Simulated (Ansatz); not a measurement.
Theory: DFT PBE, scalar-relativistic, plane waves, PAW (Ansatz 0.2.0). The final run on the 8-atom cell used 420 eV, a Γ-centred 12×12×12 mesh, 0.10 eV smearing and no spin polarisation.

Formation energies are uncorrected and refer to the elements' standard structures at the same level (N₂ as a molecule).

Task: Propose a candidate for a tetragonal metal with formula Zr₃AlN₄, with a formation energy near −1.44 eV/atom and a density near 6.46 g/cm³, in a cell of 8 atoms.

Result: Zr₃AlN₄, space group I4/mmm (No. 139). Around Zr on a site of symmetry -4m2 lie 6 N at 2.24–2.27 Å, 4 Al at 3.18 Å and 8 Zr at 3.18–3.20 Å; Zr on a site of symmetry 4/mmm has 4 N at 2.26 Å, 2 N at 2.45 Å, 8 Zr at 3.18 Å and 4 Al at 3.20 Å; around Al lie 2 N at 2.02 Å, 4 N at 2.26 Å and 12 Zr at 3.18–3.20 Å; N on a site of symmetry mmm has 4 Zr at 2.24–2.26 Å and 2 Al at 2.26 Å; 1 more site not described.

```xyz
8
Lattice="-2.2629 2.2629 4.4750 2.2629 -2.2629 4.4750 2.2629 2.2629 -4.4750" Properties=species:S:1:pos:R:3 pbc="T T T"
Zr    2.2629    0.0000    2.2375
Zr    0.0000    2.2629    2.2375
Zr    0.0000    0.0000    0.0000
Al    0.0000    0.0000    4.4750
N     0.0000    2.2629    0.0000
N     2.2629    0.0000    0.0000
N     0.0000    0.0000    2.4524
N     0.0000    0.0000    6.4977
```

* Volume per atom: 11.46 Å³
* Density: 6.46 g/cm³
* Energy over the elements: −1.44 eV/atom
* Gap on the 12×12×12 mesh of the 8-atom cell: 0 eV (a metal)

It was reached by relaxing an invented guess, and it needn't be the stable form of this composition. Other answers may fit too; this one was computed.

A structure relaxed within its symmetry needn't be a true minimum.
